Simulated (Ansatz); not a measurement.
A relaxed database cell of YCu: Pnma (No. 62), oP8; a = 7.0666 Å, b = 4.4118 Å, c = 5.3166 Å, α = 90.00°, β = 90.00°, γ = 90.00°; Y 4c (0.319, 0.250, 0.367); Cu 4c (0.032, 0.750, 0.377). Calculation: PBEsol (plane waves to 420 eV, PAW, scalar-relativistic; Ansatz, a quantum-chemistry and plane-wave program). Element references, the lowest calculated here: Y (R-3m, not the ambient form), Cu (Fm-3m).

Total energies (eV/atom, σ → 0; comparable only within this code, potentials and settings):

```json
[
 {"phase": "YCu (Pnma)", "E (eV/atom)": "-5192.171"},
 {"phase": "Y (R-3m)", "E (eV/atom)": "-3795.074"},
 {"phase": "Cu (Fm-3m)", "E (eV/atom)": "-6588.774"}
]
```

Q: What is the formation energy of this Pnma form of YCu from the elements?

A: E_f = -5192.171 − [1 × (-3795.074) + 1 × (-6588.774)] / 2 = -0.25 eV/atom (-0.5 eV per formula unit).

A lower structure of this composition may exist.

Static energies, no anion corrections, no zero-point energy. Values are rounded to 0.01 eV/atom. Not shown to be the ambient phase of their composition (a lower form may be missing, and a cell relaxed within its start's symmetry can be a saddle point): YCu (Pnma). The compounds carry no spin polarisation.
